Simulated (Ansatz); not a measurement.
This run works on a proposed trial structure, not on a known crystal.

Input and command of a plane-wave DFT calculation in Ansatz:

```yaml
crystal:
  lattice:
    - [8.2745628441, 0.0, 0.0]
    - [0.0, 6.8035684974, 0.0]
    - [0.0, 0.0, 7.8345888395]
  atoms:
    - { symbol: Ga, position: [0.7461631759, 0.6828993352, 0.4901384872] }
    - { symbol: Ga, position: [0.2538368241, 0.6828993352, 0.4901384872] }
    - { symbol: Ga, position: [0.0, 0.2528641155, 0.5445321397] }
    - { symbol: Ga, position: [0.2461631759, 0.3171006648, 0.9901384872] }
    - { symbol: Ga, position: [0.7538368241, 0.3171006648, 0.9901384872] }
    - { symbol: Ga, position: [0.5, 0.7471358845, 0.0445321397] }
    - { symbol: Sb, position: [0.0, 0.7235326985, 0.0600674624] }
    - { symbol: Sb, position: [0.5, 0.2764673015, 0.5600674624] }
    - { symbol: Se, position: [0.0, 0.105932154, 0.9243430661] }
    - { symbol: Se, position: [0.2437142234, 0.6334150967, 0.8110755439] }
    - { symbol: Se, position: [0.7562857766, 0.6334150967, 0.8110755439] }
    - { symbol: Se, position: [0.0, 0.8671555194, 0.4086292696] }
    - { symbol: Se, position: [0.5, 0.894067846, 0.4243430661] }
    - { symbol: Se, position: [0.7437142234, 0.3665849033, 0.3110755439] }
    - { symbol: Se, position: [0.2562857766, 0.3665849033, 0.3110755439] }
    - { symbol: Se, position: [0.5, 0.1328444806, 0.9086292696] }
basis:
  ecutwfc: 420
kpoints:
  mp_grid: { grid: [2, 4, 2] }
hamiltonian:
  xc: pbe
scf:
  occupations: { method: gaussian, width: 0.1 }
  lower_state_search: "off"
output:
  forces: true
  stress: true
  eigenvalues: true
```

```bash
ansatz run input.yaml --threads 1 --pin off --max-ram 2560MiB --backend cpu --events-out ev --progress --plain --runs-dir out
```

Processor: Arm Neoverse V1, 1 thread, on a host shared with other jobs.

Question: How long does it run, and how much memory does it take?

Answer: About 68 s, peak memory 0.95 GiB. It solves 142 bands at 12 k points (after reduction by symmetry) with about 8611 plane waves, in 8 SCF iterations.
